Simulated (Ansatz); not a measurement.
## Property card for Al$_{3}$V

Al₃V:
```cif
data_Al3V
_chemical_formula_sum 'Al3 V1'
_space_group_name_H-M_alt 'P 1'
_space_group_IT_number 1
_cell_length_a 3.83286
_cell_length_b 3.83286
_cell_length_c 3.83286
_cell_angle_alpha 90.000
_cell_angle_beta 90.000
_cell_angle_gamma 90.000
loop_
_space_group_symop_operation_xyz
  'x, y, z'
loop_
_atom_site_label
_atom_site_type_symbol
_atom_site_fract_x
_atom_site_fract_y
_atom_site_fract_z
_atom_site_occupancy
Al1 Al 0.50000 0.50000 0.00000 1
Al2 Al 0.00000 0.50000 0.50000 1
Al3 Al 0.50000 0.00000 0.50000 1
V1 V 0.00000 0.00000 0.00000 1
```

Space group Pm-3m (No. 221), Cu3Au type; conventional cell a = b = c = 3.833 Å, α = β = γ = 90.00°.

Method: LDA (plane waves, PAW; program Ansatz). Geometry: relaxed at this level of theory. Other levels are named where they apply.

### Cell and energy

| Item | Value |
|---|---|
| Volume per atom | 14.08 Å³ |
| Density | 3.89 g/cm³ |
| Formation energy from the elements (no fitted shifts) | -0.14 eV/atom |

### Electronic structure

| Quantity | Value |
|---|---|
| Electronic character | metallic (no gap) |
| Density of states at the Fermi level | 0.80 states/eV per atom (mean over ±0.08 eV) |

### Mechanics

| Property | Result |
|---|---|
| Bulk modulus (Birch–Murnaghan fit) | 130 GPa |
| Pressure derivative B′ | 4.1 |
| Elastic constants (relaxed ions, GPa) | C11 = 186, C12 = 102, C44 = 99.3 |
| Mechanical stability | stable (all eigenvalues of C positive) |
| Hill bulk and shear moduli | 130 and 70.3 GPa |
| Young's modulus | 179 GPa |
| Poisson's ratio | 0.27 |
| Debye temperature from the elastic constants | 584 K |

### Phonons

| Quantity | Value |
|---|---|
| Highest zone-centre frequency | 373 cm⁻¹ |
| Zone-centre stability | no imaginary mode at Γ |

The workflow started from a Materials Project entry (that database holds measured and hypothetical structures alike); the Crystallography Open Database copy checked does not list it. Whether it is the stable phase at ambient conditions was not checked. The LDA relaxation kept the symmetry of its start. No spin polarisation was allowed. As this level gives no gap, shear constants depend on the k-mesh and smearing (Fermi–Dirac, 0.1 eV here). As this level gives no gap, phonon frequencies hold no LO–TO term and depend on the k-mesh and smearing (Fermi–Dirac, 0.1 eV here). The references are the lowest solids computed at this level, not always the standard phases.

Potentials: the later of the program's two PAW sets.
